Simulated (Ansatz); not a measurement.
Total density of states per atom from DFT-PBE in the program Ansatz with PAW potentials, in 0.25 eV bins, energy from the Fermi level:

| E (eV) | states/eV/atom |
|---|---|
| -7.85 | 0.00 |
| -7.60 | 0.00 |
| -7.35 | 0.03 |
| -7.10 | 0.05 |
| -6.85 | 0.10 |
| -6.60 | 0.20 |
| -6.35 | 0.54 |
| -6.10 | 0.52 |
| -5.85 | 0.49 |
| -5.60 | 0.49 |
| -5.35 | 0.48 |
| -5.10 | 0.29 |
| -4.85 | 0.15 |
| -4.60 | 0.14 |
| -4.35 | 0.15 |
| -4.10 | 0.19 |
| -3.85 | 0.33 |
| -3.60 | 0.43 |
| -3.35 | 0.46 |
| -3.10 | 0.47 |
| -2.85 | 0.46 |
| -2.60 | 0.43 |
| -2.35 | 0.50 |
| -2.10 | 0.52 |
| -1.85 | 0.58 |
| -1.60 | 0.59 |
| -1.35 | 0.62 |
| -1.10 | 0.66 |
| -0.85 | 0.60 |
| -0.60 | 0.52 |
| -0.35 | 0.49 |
| -0.10 | 0.59 |
| 0.15 | 0.58 |
| 0.40 | 0.51 |
| 0.65 | 0.43 |
| 0.90 | 0.34 |
| 1.15 | 0.32 |
| 1.40 | 0.36 |
| 1.65 | 0.42 |
| 1.90 | 0.37 |
| 2.15 | 0.29 |
| 2.40 | 0.27 |
| 2.65 | 0.49 |
| 2.90 | 0.49 |
| 3.15 | 0.52 |
| 3.40 | 0.60 |
| 3.65 | 0.63 |
| 3.90 | 0.66 |
| 4.15 | 0.64 |
| 4.40 | 0.64 |
| 4.65 | 0.60 |

Task: Which of these materials gives this?
(A) GaN, Pnma (Ga on 4c, N on 4c)
(B) SiGe, NiAs type
(C) NiSb, NiAs type
(D) GaSb, NiAs type

Result: D, GaSb, NiAs type. Within 0.5 eV of the Fermi level: Sb 5p 60 %, Ga 4p 24 %, Ga 4s 11 %. Projections are on Löwdin-orthogonalised atomic valence shells; empty p or d shells of many metals are not among them.

Space group P6_3/mmc (NiAs type). The start of the workflow was typed in or built on a structure type; neither database checked (COD, Materials Project) lists it. It is not the phase usual at ambient conditions (space group No. 216). The PBE relaxation kept the symmetry of its start; whether a distortion lowers the energy is not shown. Scalar-relativistic: spin–orbit coupling is off unless named, which matters more the heavier the elements.

Potentials: the later of the program's two PAW sets.
